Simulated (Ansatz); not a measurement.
Consider the following.

Ru:
```cif
data_Ru4
_chemical_formula_sum 'Ru4'
_space_group_name_H-M_alt 'P 1'
_space_group_IT_number 1
_cell_length_a 2.70879
_cell_length_b 2.70879
_cell_length_c 8.70077
_cell_angle_alpha 90.000
_cell_angle_beta 90.000
_cell_angle_gamma 120.000
loop_
_space_group_symop_operation_xyz
  'x, y, z'
loop_
_atom_site_label
_atom_site_type_symbol
_atom_site_fract_x
_atom_site_fract_y
_atom_site_fract_z
_atom_site_occupancy
Ru1 Ru 0.00000 0.00000 0.00000 1
Ru2 Ru 0.66667 0.33333 0.25000 1
Ru3 Ru 0.00000 0.00000 0.50000 1
Ru4 Ru 0.33333 0.66667 0.75000 1
```

This is the PBE-relaxed structure.

Question: All from PBE in the plane-wave PAW code Ansatz, unless another level is named. Estimate the density of states at the Fermi level.

Answer: 1.1 states/eV per atom (mean over ±0.08 eV).

Question: Next, the gap with spin–orbit coupling?

Answer: none (metallic).

Space group P6_3/mmc (dhcp (α-La type)). The start of the workflow was typed in or built on a structure type. Its sites differ from those of the usual phase in this space group: another stacking or structure type. Symmetry was held in the PBE relaxation; its stability against distortions is not shown here. The run is not spin-polarised. Spin–orbit coupling is left out wherever it is not named.

Potentials: the later of the program's two PAW sets.
